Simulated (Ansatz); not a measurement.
Si2Ni (fluorite or antifluorite type, Fm-3m) at seven volumes, the program Ansatz at the r²SCAN level (PAW), scaled uniformly. One row is withheld.

| V (Å³/atom) | P (GPa) |
|---|---|
| 11.856 | 19.27 |
| 12.246 | 11.64 |
| 12.637 | ? |
| 13.028 | 0.00 |
| 13.419 | -4.51 |
| 13.810 | -8.20 |
| 14.201 | -11.36 |

Task: Fit the shown pressures and predict the withheld one.

Result: P = (3/2)B₀(x^(7/2) − x^(5/2))[1 + (3/4)(B′ − 4)(x − 1)] with x = (V₀/V)^(2/3). Least squares on the six rows gives V₀ = 13.026 Å³/atom, B₀ = 162 GPa, B′ = 4.91. At V = 12.637, x = 1.0204 and P = 5.29 GPa. The run itself gave 5.32 GPa.

The r²SCAN relaxation kept the symmetry of its start; of distortions, only those at the zone centre were tested. The run is not spin-polarised.

Potentials: the earlier of the program's two PAW sets.
